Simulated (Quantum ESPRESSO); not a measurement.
```cif
data_Al3GaN4
_chemical_formula_sum 'N4 Al3 Ga1'
_space_group_name_H-M_alt 'P 1'
_space_group_IT_number 1
_cell_length_a 4.40144
_cell_length_b 4.40144
_cell_length_c 4.40144
_cell_angle_alpha 90.000
_cell_angle_beta 90.000
_cell_angle_gamma 90.000
loop_
_space_group_symop_operation_xyz
  'x, y, z'
loop_
_atom_site_label
_atom_site_type_symbol
_atom_site_fract_x
_atom_site_fract_y
_atom_site_fract_z
_atom_site_occupancy
N1 N 0.74416 0.74416 0.25584 1
N2 N 0.74416 0.25584 0.74416 1
N3 N 0.25584 0.25584 0.25584 1
N4 N 0.25584 0.74416 0.74416 1
Al1 Al 0.50000 0.50000 0.00000 1
Al2 Al 0.00000 0.50000 0.50000 1
Al3 Al 0.50000 0.00000 0.50000 1
Ga1 Ga 0.00000 0.00000 0.00000 1
```

The geometry is that of Materials Project entry mp-1019378, symmetrised and not relaxed again.

Q: What does PBEsol (Quantum ESPRESSO, PseudoDojo norm-conserving, 84 Ry, without SOC) give for the electronic structure near the Fermi level?

A: The PBEsol gap is 3.33 eV and nearly direct: the edges lie at 83 % of the way from M to Γ and Γ, the smallest direct gap within 0.02 eV of it. Another valence extremum on the path lies within 0.02 eV, too close to call. Spin-orbit splittings are left out.

The structure is a Materials Project entry; no match was found in the copy of COD used, and its stability was not checked.
